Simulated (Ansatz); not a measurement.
Tc:
```yaml
crystal:
  lattice:
    - [-1.54017, 1.54017, 1.54017]
    - [1.54017, -1.54017, 1.54017]
    - [1.54017, 1.54017, -1.54017]
  atoms:
    - { symbol: Tc, position: [0.00000, 0.00000, 0.00000] }
```

Relaxed with PBE. Special points in fractions of this cell's reciprocal vectors: Γ (0.000, 0.000, 0.000); H (0.500, -0.500, 0.500); N (0.000, 0.000, 0.500); P (0.250, 0.250, 0.250).

Problem. List the band energies nearest the Fermi level at these points for the program Ansatz at the PBE with spin–orbit coupling level (PAW).

Solution. In eV from the Fermi level; about four levels below and three above (degenerate sets whole), none deeper than 8.9 eV; … stands for higher levels left out; points with the same levels are listed once.

```tsv
k	below	above
Γ	-2.43 -2.43 -2.43 -2.43 -2.25 -2.25	…
H	-6.15 -6.15 -6.15 -6.15	2.57 2.57 2.57 2.57
N	-6.03 -6.03 -4.27 -4.27	0.52 0.52 1.09 1.09
P	-3.45 -3.45 -3.45 -3.45	1.18 1.18 1.18 1.18
```

Space group Im-3m (bcc (W type)). A made-up cell: these elements were put on the sites of a structure type; neither database checked (COD, Materials Project) lists it. It is not the phase usual at ambient conditions (space group No. 194). Symmetry was held in the PBE relaxation. At this level the phase is mechanically unstable. No spin polarisation was allowed.

Potentials: the later of the program's two PAW sets.
